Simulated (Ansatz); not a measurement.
The relaxed structure here is a generated cell of ScAu: the first start was made by placing the elements on the sites of a structure type, and the end was not matched to a known phase here, so it may be hypothetical.

One starting cell of ScAu (a generated cell, ScAu built in the AFLOW prototype AB_hP6_191_f_ad (B35, as in CoSn)) was relaxed twice with Ansatz (plane waves, PAW, scalar-relativistic): with PBEsol at 420 eV and with PBE at 420 eV. The PBEsol result:

```
CELL_PARAMETERS angstrom
      5.85047     0.00000     0.00000
     -2.92524     5.06666     0.00000
      0.00000     0.00000     4.47740
ATOMIC_POSITIONS crystal
  Au 0.50000 0.00000 0.00000
  Au 0.50000 0.50000 0.00000
  Au 0.00000 0.50000 0.00000
  Sc 0.00000 0.00000 0.00000
  Sc 0.33333 0.66667 0.50000
  Sc 0.66667 0.33333 0.50000
```

| quantity | PBEsol | PBE |
|---|---|---|
| space group | P6/mmm | P6/mmm |
| volume (Å³/atom) | 22.12 | ? |
| a (Å) | 5.850 | ? |
| c (Å) | 4.477 | ? |
| gap (eV, no spin-orbit coupling) | 0.00 | ? |

Task: What does PBE give for the same quantities?

Result: 
- volume (Å³/atom), PBE: 23.15
- a (Å), PBE: 5.969
- c (Å), PBE: 4.502
- gap (eV, no spin-orbit coupling), PBE: 0.00

Both levels end in the same structure; PBE's volume is 4.7 % larger. Neither column is exact.

No spin polarisation in the result.

The run could not lose the symmetry of its start: the end is stationary, and may be a saddle point rather than a minimum.

All atoms sit on sites fixed by symmetry, so only the cell could relax.

Ansatz is a quantum-chemistry and plane-wave program.
